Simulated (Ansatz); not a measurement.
K2Sn2O3 in space group R-3m (No. 166; K on 3b, K on 3a, Sn on 6c, O on 9d), r²SCAN (plane waves, PAW; program Ansatz), all energies at zero smearing, with the estimated change up to a 700 eV cutoff added, with one set of potentials and settings (totals compare only within such a set). Cell of 7 atoms (2 K, 2 Sn, 3 O): -16871.435 eV.

| element | reference phase | E (eV/atom) |
|---|---|---|
| K | Im-3m, 1 atoms in the cell | -1542.4821 |
| Sn | Fd-3m, 2 atoms in the cell | -6038.7047 |
| O | C2/m, 4 atoms in the cell, spin-polarised | -566.0346 |

Formation energy per atom, worked out: (-16871.435 − 2×(-1542.4821) − 2×(-6038.7047) − 3×(-566.0346))/7 = -1.565 eV/atom (-151 kJ per mol of atoms), at 0 K, without zero-point energy or fitted corrections.

The workflow started from a Materials Project entry (that database holds measured and hypothetical structures alike); the Crystallography Open Database files this formula in space group No. 166, but the cells were not matched. Whether it is the stable phase at ambient conditions was not checked. Symmetry was held in the r²SCAN relaxation; its stability against distortions is not shown here. The references are the lowest solids computed at this level, not always the standard phases (solids in place of the gases). Spin–orbit coupling is left out wherever it is not named.

Potentials: the earlier of the program's two PAW sets. The files were generated under PBE; for other functionals the program regenerates the frozen cores, and for LDA and PBEsol the local potential too.
